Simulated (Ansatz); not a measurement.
# Formation energy of RuF₂, relaxed from a AuTe2-type start to space group P-3m1 (read at 0.02 Å)

Method: PBEsol, scalar-relativistic; no spin polarisation; PAW, 420 eV, Γ-centred 12×12×8 mesh, 0.05 eV Gaussian smearing; code Ansatz. The datasets are Ansatz's generated set soft_2.

The cell came from substitution into a structure type; whether the compound takes it is for experiment to say.

It takes space group P-3m1 (No. 164, trigonal). The conventional cell has a = 3.221 Å, b = 3.221 Å, c = 4.272 Å, α = 90.00°, β = 90.00°, γ = 120.00°. Ru (site symmetry -3m) has 6 F at 2.09 Å as nearest neighbours. Around F (site symmetry 3m) lie 3 Ru at 2.09 Å. (Neighbours are counted to 15 % beyond the shortest distance.)

The elements were computed in their standard states (gases as isolated molecules) with the same datasets, cutoff and functional. Absolute energies hang on the potentials; compare differences alone.

Energy of the relaxed cell (3 atoms, smearing extrapolated to zero): -7414.042 eV. Elements, in eV/atom: Ru -5816.503, F -797.643.

**Question.** What is the formation energy?

**Answer.** [-7414.042 − (1 × -5816.503 + 2 × -797.643)] / 3 = -0.75 eV/atom, or -72 kJ per mole of atoms.

The value is for 0 K, without zero-point energy and without any correction for the binding of gas molecules. Uncorrected semilocal values for oxides, chalcogenides and halides often miss by tenths of an eV an atom. A negative value shows stability against the elements alone, not against other compounds or structures.

